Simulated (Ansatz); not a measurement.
CaHCl:
```yaml
crystal:
  lattice:
    - [3.80623, 0.00000, 0.00000]
    - [0.00000, 3.80623, 0.00000]
    - [0.00000, 0.00000, 6.91311]
  atoms:
    - { symbol: Ca, position: [0.00000, 0.50000, 0.80865] }
    - { symbol: Ca, position: [0.50000, 0.00000, 0.19135] }
    - { symbol: H, position: [0.50000, 0.50000, 0.00000] }
    - { symbol: H, position: [0.00000, 0.00000, 0.00000] }
    - { symbol: Cl, position: [0.50000, 0.00000, 0.65322] }
    - { symbol: Cl, position: [0.00000, 0.50000, 0.34678] }
```

Relaxed with r²SCAN. Special points in fractions of this cell's reciprocal vectors: Γ (0.000, 0.000, 0.000); X (0.000, 0.500, 0.000); M (0.500, 0.500, 0.000); Z (0.000, 0.000, 0.500); R (0.000, 0.500, 0.500); A (0.500, 0.500, 0.500).

Q: List the band energies nearest the valence-band maximum at these points for r²SCAN in the plane-wave PAW code Ansatz.

A: In eV from the valence-band maximum; about four levels below and three above (degenerate sets whole), none deeper than 8.9 eV; points with the same levels are listed once.

```csv
k,below,above
Γ,-1.66 -1.66 -1.57 -0.02,4.61 5.34 5.92 5.92
X,-2.20 -2.20 -0.46 -0.46,5.34 5.34 5.99 5.99
M,-2.49 -2.49 -1.04 -1.04,4.87 4.87 7.68 7.68
Z,-1.65 -1.65 -0.48 0.00,4.25 5.39 5.95 5.95
R,-2.10 -2.10 -0.89 -0.89,5.65 5.65 6.39 6.39
A,-2.60 -2.60 -0.90 -0.90,5.86 5.86 7.26 7.26
```

Space group P4/nmm. The workflow started from a Materials Project entry (that database holds measured and hypothetical structures alike); the Crystallography Open Database files this formula in space group No. 129, but the cells were not matched. Whether it is the stable phase at ambient conditions was not checked. Symmetry was held in the r²SCAN relaxation; its stability against distortions is not shown here.

Potentials: the later of the program's two PAW sets.
